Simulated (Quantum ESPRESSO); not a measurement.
## ZnCaMg2O4 (a curve over strain)

A calculation, not a measurement. The program is pw.x of Quantum ESPRESSO 7.5 (plane-wave density functional theory). The cell is made up: 8 atoms on a rocksalt lattice, with randomly drawn elements, strain and displacements, not relaxed. PseudoDojo standard norm-conserving files (v0.5 for PBE, v0.4.1 for LDA and PBEsol) set the functional; there is no spin polarisation, spin-orbit coupling or dispersion term, and the masses in the input are unused placeholders.

Seven runs add a strain to one cell (the same along x and y); the atoms follow the cell and are not relaxed. Stress in the table is positive in tension.

Input of the run at -0.0013:

```
&control calculation='scf', pseudo_dir='./dojo.nc.sr.pbe.v0_5.standard.upf', outdir='./o', disk_io='medium', tprnfor=.true., tstress=.true. /
&system ibrav=0, nat=8, ntyp=4, nbnd=43, ecutwfc=84.00895049, nosym=.true., tot_charge=0,
 occupations='smearing', smearing='fd', degauss=0.0018374661
/
&electrons conv_thr=7.350e-09, electron_maxstep=60, /
ATOMIC_SPECIES
Ca 1.0 Ca.upf
Mg 1.0 Mg.upf
O 1.0 O.upf
Zn 1.0 Zn.upf
CELL_PARAMETERS angstrom
4.4546 0.0411 0.0128
0.0411 4.497 -0.0171
0.0128 -0.0171 4.5042
ATOMIC_POSITIONS angstrom
Zn -0.0191 0.0238 -0.0193
Ca 0.036 2.2577 2.2557
Mg 2.2091 -0.0193 2.2272
Mg 2.2369 2.2643 -0.01
O 2.1901 0.0037 -0.0192
O 2.2505 2.2871 2.2332
O 4.4773 0.0052 2.2466
O 4.4722 2.2783 0.0206
K_POINTS automatic
4 4 4 1 1 1
```

| added strain | free energy less that of the input shown (eV) | stress xx (GPa) | stress yy (GPa) | stress zz (GPa) | stress xy (GPa) | pressure (GPa) | iterations |
| --- | --- | --- | --- | --- | --- | --- | --- |
| -0.0230 | 0.0311 | -6.09 | -4.23 | 0.00 | 1.90 | 3.44 | 12 |
| -0.0163 | 0.0020 | -3.47 | -1.77 | 1.14 | 1.86 | 1.37 | 12 |
| -0.0057 | -0.0079 | 0.23 | 1.69 | 2.87 | 1.81 | -1.60 | 12 |
| -0.0013 | 0.0000 | 1.62 | 2.99 | 3.57 | 1.78 | -2.73 | 12 |
| +0.0107 | 0.0539 | 5.02 | 6.18 | 5.40 | 1.72 | -5.53 | 12 |
| +0.0244 | 0.1671 | 8.27 | 9.22 | 7.35 | 1.64 | -8.28 | 12 |

Question: one run is left out of the table, at +0.0151. Estimate its stress xx (GPa).

Answer: 6.13. The whole row:

| added strain | free energy less that of the input shown (eV) | stress xx (GPa) | stress yy (GPa) | stress zz (GPa) | stress xy (GPa) | pressure (GPa) | iterations |
| --- | --- | --- | --- | --- | --- | --- | --- |
| +0.0151 | 0.0846 | 6.13 | 7.22 | 6.04 | 1.69 | -6.47 | 12 |

A cubic fit gives a slope of stress xx against the added strain of 302 GPa at zero added strain, with the atoms clamped. Across the table the free energy follows the integral of the stress to within 2.5 meV. A rerun of one of the cells at 1437 eV and a 6 x 6 x 6 mesh moved values by no more than 0.002 eV in energy, 0.05 GPa in stress and 0.004 eV/Å in force.